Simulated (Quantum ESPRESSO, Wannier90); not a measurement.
**Wannier functions of CaI₂ (CdI2 type)**

```xyz
3
Lattice="4.5290 0.0000 0.0000 -2.2645 3.9222 0.0000 0.0000 0.0000 7.2098" Properties=species:S:1:pos:R:3 pbc="T T T"
Ca     0.0000     0.0000     0.0000
I      2.2645    -1.3074     1.7614
I     -2.2645     1.3074    -1.7614
```

Materials Project entry mp-30031; symmetrised, unrelaxed at this level. COD (Crystallography Open Database) has an entry of this formula and space group (matched by these alone). Computed values, not measurements, from LDA: Quantum ESPRESSO (norm-conserving PseudoDojo potentials, cutoff 58 Ry, no spin polarisation, no spin-orbit coupling) on a Γ-centred 12×12×4 mesh, then Wannier90. Density: 12×12×4 mesh, cold smearing 0.01 Ry. The cell is built of weakly bound layers, chains or molecules, whose nearest atoms lie 4.52 Å apart. Database cells relaxed without dispersion often hold them too far apart, which can enlarge gaps and weakens couplings between them; spacing and stacking were not compared with the measured crystal. Spin-orbit coupling is left out although heavy elements are present.

A tight-binding model is made by disentanglement and projection with no localisation steps (num_iter = 0), so the 14 orbitals stay atom-like: hydrogen-like Ca: s;d; I: s;p, axes along x, y, z; frozen window up to 4.97 eV relative to the valence-band maximum. It follows pw.x to 2.5 meV rms for states up to 4.5 eV relative to the valence-band maximum. Matrix elements depend on this choice of orbitals and windows.

Question: What are the on-site energies relative to the valence-band maximum, and how fast do the hoppings decay?

Answer: 
```tsv
atom	orbitals	energy (eV)
Ca1	s	4.37
Ca1	dz2	4.41
Ca1	dxz dyz	4.72
Ca1	dx2-y2 dxy	4.50
I2	s	-10.81
I2	pz	-0.66
I2	px py	-0.64
I3	s	-10.81
I3	pz	-0.66
I3	px py	-0.64
```

```
distance of the centres (Å)  largest modulus (eV)
---------------------------  --------------------
3–4                                           1.1
4–5                                          0.20
5–6                                         0.041
6–7                                          0.24
7–8                                         0.070
8–9                                         0.017
9–10                                        0.016
10–11                                       0.023
11–12                                      0.0100
12–13                                      0.0091
```
